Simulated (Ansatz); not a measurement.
Ba2LaNbO6:
```cif
data_Ba4La2Nb2O12
_chemical_formula_sum 'Ba4 La2 Nb2 O12'
_space_group_name_H-M_alt 'C2/m'
_space_group_IT_number 12
_space_group_name_Hall '-C 2y'
_cell_length_a 10.43138
_cell_length_b 6.03990
_cell_length_c 6.13167
_cell_angle_alpha 90.000
_cell_angle_beta 125.031
_cell_angle_gamma 90.000
loop_
_space_group_symop_operation_xyz
  'x, y, z'
  '-x, -y, -z'
  '-x, y, -z'
  'x, -y, z'
  'x+1/2, y+1/2, z'
  '-x+1/2, -y+1/2, -z'
  '-x+1/2, y+1/2, -z'
  'x+1/2, -y+1/2, z'
loop_
_atom_site_label
_atom_site_type_symbol
_atom_site_symmetry_multiplicity
_atom_site_Wyckoff_symbol
_atom_site_fract_x
_atom_site_fract_y
_atom_site_fract_z
_atom_site_occupancy
Ba1 Ba 4 i 0.24746 0.00000 0.23869 1
La1 La 2 c 0.50000 0.50000 0.50000 1
Nb1 Nb 2 b 0.00000 0.50000 0.00000 1
O1 O 4 i 0.27352 0.00000 0.69562 1
O2 O 8 j 0.45614 0.23251 0.18134 1
```
(The calculation used a cell of 10 atoms; values per cell refer to that cell.)

Relaxed with PBEsol. The program Ansatz at the PBEsol level (PAW) gives a gap of 3.11 eV.

Task: What gap does HSE06 give on the same cell (Ansatz, PAW)?

Result: 4.60 eV, 1.49 eV more. The hybrid was solved on a coarser mesh and at special points; the gap given is the minimum over both.

Cost on shared cores: the PBEsol run (SCF on a 6×6×6 mesh, then bands and DOS) about 5 core-minutes (a rough figure), the HSE06 run (SCF on 4×4×3, then a few points) around 9 core-minutes (rough); the tasks are unlike.

The first step of the workflow began from a Materials Project structure, measured or hypothetical; the Crystallography Open Database files this formula in space group No. 12, but the cells were not matched. Whether it is the stable phase at ambient conditions was not checked. The PBEsol relaxation kept the symmetry of its start; its stability against distortions is not shown here. The run is not spin-polarised. Spin–orbit coupling is left out wherever it is not named.

Potentials: the later of the program's two PAW sets.
